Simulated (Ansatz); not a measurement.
## GaSb, first-principles data

GaSb:
```yaml
crystal:
  lattice:
    - [4.30550, 0.00000, 0.00000]
    - [-2.15275, 3.72867, 0.00000]
    - [0.00000, 0.00000, 7.09968]
  atoms:
    - { symbol: Ga, position: [0.66667, 0.33333, 0.50046] }
    - { symbol: Ga, position: [0.33333, 0.66667, 0.00046] }
    - { symbol: Sb, position: [0.66667, 0.33333, 0.87444] }
    - { symbol: Sb, position: [0.33333, 0.66667, 0.37444] }
```

Space group P6_3mc (No. 186), wurtzite; conventional cell a = 4.3055 Å, b = 4.3055 Å, c = 7.0997 Å, α = 90.00°, β = 90.00°, γ = 120.00°.

Method: plane-wave PAW PBEsol (Ansatz code). The cell and atoms are relaxed at this level. Other levels are named where they apply.

Cell and energy:

```
Item                                                          Result
-----------------------------------------------------  -------------
Volume per atom                                             28.49 Å³
Density                                                   5.58 g/cm³
Formation energy from the elements (no fitted shifts)  -0.11 eV/atom
```

Electronic structure:

```
Item                                                                                                        Value
------------------------------------  ---------------------------------------------------------------------------
Electronic character                  no gap, with almost no states at the Fermi level (zero-gap or semimetallic)
Density of states at the Fermi level                                 0.00 states/eV per atom (mean over ±0.08 eV)
HSE06 gap on the PBEsol cell              0.74 eV (a hybrid on a coarse mesh can open a false gap in a semimetal)
Gap with spin–orbit coupling                                                                      none (metallic)
```

Mechanics:

```
Item                                   Value
----------------------------------  --------
Bulk modulus (Birch–Murnaghan fit)  514 kbar
Pressure derivative B′                   4.8
```

Phonons:

```
Quantity                                       Result
-----------------------------  ----------------------
Highest zone-centre frequency                221 cm⁻¹
Zone-centre stability          no imaginary mode at Γ
```

The first step of the workflow began from a Materials Project structure, measured or hypothetical; the Crystallography Open Database copy checked does not list it. It is not the phase usual at ambient conditions (space group No. 216). The cell was relaxed with PBEsol under the symmetry of its start. As this level gives no gap, phonon frequencies hold no LO–TO term and depend on the k-mesh and smearing (Fermi–Dirac, 0.1 eV here). The references are the lowest solids computed at this level, not always the standard phases. Scalar-relativistic: spin–orbit coupling is off unless named, which matters more the heavier the elements.

Potentials: the later of the program's two PAW sets.
